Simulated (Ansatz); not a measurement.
A geometry of N₂ away from equilibrium: step 3 of the relaxation of a generated cell, N2 placed in the AFLOW prototype A_tP4_136_f. These are r2SCAN (plane waves to 500 eV, PAW, scalar-relativistic; Ansatz, a program for electronic structure) values and carry that method's errors. Γ-centred k-mesh 8×8×7 on the run's cell, Fermi–Dirac smearing 0.05 eV. The plane waves were selected for a different cell earlier on the path.

```
N2
1.0
    4.07430     0.00000     0.00000
    0.00000     4.07430     0.00000
    0.00000     0.00000     5.26065
N
4
Direct
  0.09467   0.09467   0.00000
  0.59467   0.40533   0.50000
  0.40533   0.59467   0.50000
  0.90533   0.90533   0.00000
```

Problem. What forces act on the atoms (eV/Å)?

Solution. 
```csv
atom,Fx,Fy,Fz
N1,0.23,0.23,0.00
N2,0.23,-0.23,0.00
N3,-0.23,0.23,0.00
N4,-0.23,-0.23,0.00
```

The path ends in P4₂/mnm (No. 136) (AFLOW prototype A_tP4_136_f (as in N2)). No spin polarisation in the result. No dispersion correction is included, so spacings between layers, chains or molecules are soft and tend to come out too large.

The run could not lose the symmetry of its start.
